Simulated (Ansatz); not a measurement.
Values for one crystal, relaxed and computed with plane-wave PAW PBEsol (Ansatz code); other levels are named.

| Property | Value |
|---|---|
| Volume per atom | 10.99 Å³ |
| Band gap | 2.18 eV (indirect) |
| HSE06 gap on the PBEsol cell | 3.53 eV |
| Hole effective mass | 0.80, 3.0, 3.3 mₑ (principal values) |
| Smallest direct gap on the standard path | 2.26 eV |
| Valence-band maximum | on the Γ–X line, 38 % of the way from Γ |
| Bulk modulus (Birch–Murnaghan fit) | 100 GPa |

Problem. Pick the material that matches.
A. GaN, wurtzite
B. Mg2NF, I4_1/amd (Mg on 8e, N on 4a, F on 4b)
C. GaN, zinc blende
D. BN, rock salt

Solution. B, Mg2NF, I4_1/amd (Mg on 8e, N on 4a, F on 4b)

The workflow started from a Materials Project entry (that database holds measured and hypothetical structures alike); the Crystallography Open Database files this formula in space group No. 141, but the cells were not matched. Its standing as an ambient phase is unchecked. Symmetry was held in the PBEsol relaxation; whether a distortion lowers the energy is not shown.

Potentials: the later of the program's two PAW sets.
